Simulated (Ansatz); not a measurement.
The calculation used DFT PBE, scalar-relativistic, plane waves, PAW in Ansatz. Cutoff 420 eV, Γ-centred meshes of about 0.25 Å⁻¹ or finer for metals and 0.3 Å⁻¹ for insulators (2π included), Gaussian smearing. No spin polarisation.

A search over trial structures of Si2SnB3 gave this relaxed cell.

```cif
data_structure
_symmetry_space_group_name_H-M 'P 1'
_symmetry_Int_Tables_number 1
_cell_length_a 5.3553
_cell_length_b 5.3553
_cell_length_c 5.9207
_cell_angle_alpha 90.000
_cell_angle_beta 90.000
_cell_angle_gamma 100.982
_cell_volume 166.70
loop_
_atom_site_label
_atom_site_type_symbol
_atom_site_fract_x
_atom_site_fract_y
_atom_site_fract_z
_atom_site_occupancy
Si1 Si 0.50000 0.00000 0.68699 1
Si2 Si 0.50000 0.00000 0.27973 1
Si3 Si 0.00000 0.50000 0.68699 1
Si4 Si 0.00000 0.50000 0.27973 1
Sn1 Sn 0.00000 0.00000 0.04315 1
Sn2 Sn 0.00000 0.00000 0.53858 1
B1 B 0.39154 0.60846 0.75268 1
B2 B 0.39380 0.60620 0.24291 1
B3 B 0.60846 0.39154 0.75268 1
B4 B 0.60620 0.39380 0.24291 1
B5 B 0.50000 0.50000 0.49788 1
B6 B 0.50000 0.50000 0.99656 1
```

**Question.** Is this structure dynamically stable?

**Answer.** As far as tested, yes. The phonons at Γ show no imaginary mode. (Phonon run: 6×6×6 k mesh, Gaussian smearing of 0.10 eV.) After random moves of the atoms it relaxes back. Other q points weren't tested. The optical modes at Γ run from 40 to 1076 cm⁻¹. Si on its first site has 2 B at 2.10 Å, 1 Si at 2.41 Å and 2 Sn at 2.82 Å; around Si on its second site lie 2 B at 2.09 Å, 1 Si at 2.41 Å, 2 B at 2.97 Å and 4 Sn at 3.02–3.09 Å; around Sn on its first site lie 2 Sn at 2.93–2.99 Å and 4 Si at 3.02 Å; around B on a site of symmetry m lie 3 B at 1.70–1.79 Å and 2 Si at 2.10 Å; 4 more sites not described.

Phonons of metals hang on the k mesh and the smearing.
